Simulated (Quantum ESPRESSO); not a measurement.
## Kohn-Sham bands of GaN (zinc blende)

```yaml
crystal:
  lattice:
    - [0.00000, 2.25350, 2.25350]
    - [2.25350, 0.00000, 2.25350]
    - [2.25350, 2.25350, 0.00000]
  atoms:
    - { symbol: Ga, position: [0.00000, 0.00000, 0.00000] }
    - { symbol: N, position: [0.25000, 0.25000, 0.25000] }
```

Cell from Materials Project (mp-830), symmetrised, no further relaxation. Not found in the COD (Crystallography Open Database) copy used, which has the formula in other groups; not checked further. Level: PBE, no spin polarisation, no spin-orbit coupling; pw.x of Quantum ESPRESSO at 68 Ry with PseudoDojo potentials, 12×12×12 k-points, Wannier90. Density: 12×12×12 mesh, cold smearing 0.01 Ry.

List the Kohn-Sham levels between −8 and 4.8 eV relative to the valence-band maximum at the high-symmetry points, as a band run of pw.x on that density gives them (levels within 2 meV counted together).


```
point  k (reciprocal lattice)              levels (eV)
-----  ----------------------  -----------------------
Γ           0.000 0.000 0.000          0.00 (×3), 1.76
X         -0.500 -0.500 0.000  -6.11, -2.69 (×2), 3.38
U         -0.375 -0.375 0.250      -5.85, -4.24, -2.16
K          -0.375 0.000 0.375      -5.85, -4.24, -2.16
L           0.000 0.000 0.500  -7.02, -0.96 (×2), 4.67
W         -0.500 -0.250 0.250      -5.68, -3.68, -3.62
```
